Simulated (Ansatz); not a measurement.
YGa2:
```
CELL_PARAMETERS angstrom
      4.16144     0.00000     0.00000
     -2.08072     3.60391     0.00000
      0.00000     0.00000     4.04276
ATOMIC_POSITIONS crystal
  Ga 0.33333 0.66667 0.50000
  Ga 0.66667 0.33333 0.50000
  Y  0.00000 0.00000 0.00000
```

Relaxed with PBEsol. Special points in fractions of this cell's reciprocal vectors: Γ (0.000, 0.000, 0.000); M (0.500, 0.000, 0.000); K (0.333, 0.333, 0.000); A (0.000, 0.000, 0.500); L (0.500, 0.000, 0.500); H (0.333, 0.333, 0.500).

Question: List the band energies nearest the Fermi level at these points for DFT-PBEsol in the program Ansatz with PAW potentials.

Answer: In eV from the Fermi level; about four levels below and three above (degenerate sets whole), none deeper than 8.9 eV; points with the same levels are listed once.

```json
[
 {"k": "Γ", "below": "-0.89 -0.89 -0.19", "above": "0.04 1.32 3.13 3.13"},
 {"k": "M", "below": "-6.59 -1.31 -0.86 -0.50", "above": "2.73 3.60 3.68"},
 {"k": "K", "below": "-6.55 -6.55 -4.23", "above": "0.41 0.41 2.45 2.45"},
 {"k": "A", "below": "-8.75 -4.46", "above": "0.77 0.77 0.84 0.84"},
 {"k": "L", "below": "-5.32 -2.21 -1.73 -1.45", "above": "2.20 3.99 4.21"},
 {"k": "H", "below": "-6.48 -6.48 -2.72 -1.32 -1.32", "above": "2.99 4.08 4.08"}
]
```

Space group P6/mmm. The workflow started from an entry of the Crystallography Open Database (COD). Its standing as an ambient phase is unchecked. Symmetry was held in the PBEsol relaxation; its stability against distortions is not shown here. The run is not spin-polarised. Scalar-relativistic: spin–orbit coupling is off unless named, which matters more the heavier the elements.

Potentials: the later of the program's two PAW sets.
